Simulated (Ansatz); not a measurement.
## What DFT gives for La

```yaml
crystal:
  lattice:
    - [1.93181, 3.34599, 0.00000]
    - [-1.93181, 3.34599, 0.00000]
    - [0.00000, 0.00000, 6.08384]
  atoms:
    - { symbol: La, position: [0.33333, 0.33333, 0.25000] }
    - { symbol: La, position: [0.66667, 0.66667, 0.75000] }
```

Level: LDA, no spin polarisation; 420 eV; 8×8×4 Γ-centred mesh; methfessel-paxton occupations (width 0.1836 eV); Ansatz 0.2.0, fixed geometry.

**Question.** Describe some of the short contacts.

**Answer.** La–La at 3.77 Å: least valence density 0.09 e/Å³ and ELF 0.13 there. These are pseudo-fields; inside the PAW spheres they differ from the all-electron ones.

**Question.** Are the atoms at rest?

**Answer.** The forces vanish by the symmetry of the sites.

**Question.** Is there a gap?

**Answer.** It is a metal, with about 5.1 states/eV a cell as the mean within 0.25 eV of the Fermi level, mostly La d (79 %).

**Question.** What does the stress say?

**Answer.** The pressure is -3.9 GPa (compression positive), so with the atoms held at these fractions the cell would first shrink. The principal stresses -4.3, -4.3, -3.3 GPa differ, so its shape would change too.

Origin: a known structure type with other elements, at an estimated volume, so it need not be a known compound. Caveats: many states at the Fermi level without spin polarisation, so a magnetic state may lie lower; wide smearing; f levels without a U or exact exchange are poorly placed.
